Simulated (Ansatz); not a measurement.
# Nb₂MoN₃: rattling a relaxed structure

The structure comes from a proposed guess, relaxed at this level; another structure or a mixture of phases may lie lower.

Computed with DFT PBE, scalar-relativistic, plane waves, PAW in Ansatz. Settings: cutoff 420 eV, Γ-centred mesh 6×6×10 on the computed 6-atom cell, Gaussian smearing of 0.10 eV; no spin polarisation.

The cell below (6 atoms, space group P-62m (No. 189)) is relaxed within its symmetry.

```
CELL_PARAMETERS angstrom
5.08345 0.00000 0.00000
-2.54173 4.40240 0.00000
0.00000 0.00000 2.86223
ATOMIC_POSITIONS crystal
Nb 0.33333 0.66667 0.00000
Nb 0.66667 0.33333 0.00000
Mo 0.00000 0.00000 0.00000
N 0.33241 0.00000 0.50000
N 0.66759 0.66759 0.50000
N 0.00000 0.33241 0.50000
```

For the test a repeat of it with 12 atoms (edges 5.08, 5.08, 5.72 Å) was strained at random (σ = 1.5 % a component), the atoms were moved at random (σ = 0.10 Å), and all was relaxed again on a coarse 6×6×4 mesh (in the run’s order of axes) with 0.20 eV smearing, with no symmetry imposed.

**Question.** Is the structure stable against such a distortion?

**Answer.** It returns, within 1 meV/atom of the unmoved cell on that mesh and with the same symmetry when read at 0.1 Å. So it is stable against the distortions that fit this cell and that this random move excites. Modes that don't fit the cell aren't tested.
